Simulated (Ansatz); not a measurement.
Level of theory: DFT PBE, scalar-relativistic, plane waves, PAW in Ansatz 0.2.0. Settings: cutoff 420 eV, Γ-centred meshes spaced at most about 0.3 Å⁻¹, and about 0.25 Å⁻¹ or finer for metals (2π included), Gaussian smearing. No spin polarisation in the final relaxations.

All energies are static (0 K, no zero-point motion).

Compare these two cells of Na₂H, each relaxed at this level.

1. Space group P4/mmm (No. 123), tetragonal, a = 4.655 Å, c = 3.492 Å. Na is surrounded by 2 H at 2.33 Å, 4 Na at 3.29 Å and 2 Na at 3.49 Å; H is surrounded by 4 Na at 2.33 Å.

2. Space group P4mm (No. 99), tetragonal, a = 3.308 Å, c = 6.236 Å. Na on its first site has 1 H at 2.38 Å and 4 Na at 3.31 Å; around Na on its second site lie 4 H at 2.41 Å and 4 Na at 3.31 Å; around H lie 5 Na at 2.38–2.41 Å.

Problem. Which form is favoured at zero pressure, and by what margin per atom?

Solution. Cell 2 is lower, by 132 meV/atom. Cell 1 has space group P4/mmm (No. 123), 25.2 Å³/atom and no gap on its mesh; cell 2 has space group P4mm (No. 99), 22.7 Å³/atom and no gap. Counting H atoms around Na (those within 1.25 times the shortest such distance or 1.15 times the sum of covalent radii; a slash parts the counts of unlike sites), cell 1 has Na 2 and cell 2 has Na 1/4. The denser one is the lower, and pressure would at first widen the difference. Both come from invented guesses.

With hydrogen, zero-point motion can shift such differences by 10 meV/atom or more. A magnetic state wasn't ruled out in cells without spin, among them P4/mmm, P4mm. Cells relaxed within their symmetry can be saddle points. The P4mm cell of Na2H came from shaking the P4/mmm one.
